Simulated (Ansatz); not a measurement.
Level of theory: DFT PBE, scalar-relativistic, plane waves, PAW in Ansatz. Cutoff 420 eV, Γ-centred meshes of about 0.25 Å⁻¹ or finer for metals and 0.3 Å⁻¹ for insulators (2π included), Gaussian smearing. No spin polarisation.

Relaxed structures of SnBi₂O₅, with energies over the first row. Coordination counts O atoms around Bi and Sn (those within 1.25 times the shortest such distance or 1.15 times the sum of covalent radii, 1.27 where that leaves under three; a plus sign parts nearer from farther groups).

```json
{"#": "1", "form": "Cmc2_1", "sites": "Sn 4a; Bi 8b; O 4a, 8b, 8b", "V (Å³/atom)": "16.7", "coordination": "Sn 4, Bi 5", "ΔE (meV/atom)": "0"}
{"#": "2", "form": "I-4m2", "sites": "Sn 2a; Bi 4e; O 2d, 4f, 4f", "V (Å³/atom)": "15.3", "coordination": "Sn 4+4, Bi 2+4", "ΔE (meV/atom)": "115"}
```

A further structure, relaxed alike:

Space group Cmcm (No. 63). a = 4.170 Å, b = 12.403 Å, c = 10.738 Å, α = 90.00°, β = 90.00°, γ = 90.00°
| atom | site | symmetry | x | y | z |
| --- | --- | --- | --- | --- | --- |
| Sn | 4c | m2m | 0.5000 | 0.3298 | 0.7500 |
| Bi | 8f | m.. | 0.0000 | 0.1389 | 0.9295 |
| O | 8f | m.. | 0.5000 | 0.2217 | 0.9136 |
| O | 8f | m.. | 0.5000 | 0.4417 | 0.8883 |
| O | 4c | m2m | 0.0000 | 0.2854 | 0.7500 |

Task: Place it among the others.

Result: It is the lowest, 9 meV/atom below row 1, with space group Cmcm (No. 63) and 17.4 Å³/atom. Counting O atoms around Bi and Sn, this cell has Sn 6, Bi 6 and row 1 has Sn 4, Bi 5. Sn is surrounded by 2 O at 2.03 Å and 4 O at 2.16–2.21 Å; around Bi lie 1 O at 2.20 Å, 4 O at 2.33–2.49 Å and 1 O at 2.65 Å; O on a site of symmetry m is surrounded by 1 Sn at 2.21 Å, 3 Bi at 2.33–2.41 Å and 5 O at 2.74–2.88 Å; O on a second site of symmetry m has 1 Sn at 2.03 Å, 1 Bi at 2.20 Å, 1 Bi at 2.49 Å and 2 O at 2.74–2.80 Å; 1 more site not described.

Spin–orbit coupling, which can matter for Bi, is left out. With atoms moved at random, the further cell (by 52 meV/atom) fell into a lower structure. Row 1 and row 2 had no clear such test and can be saddle points. Some types were kept out of the candidates beforehand, so the set may lack a known form.
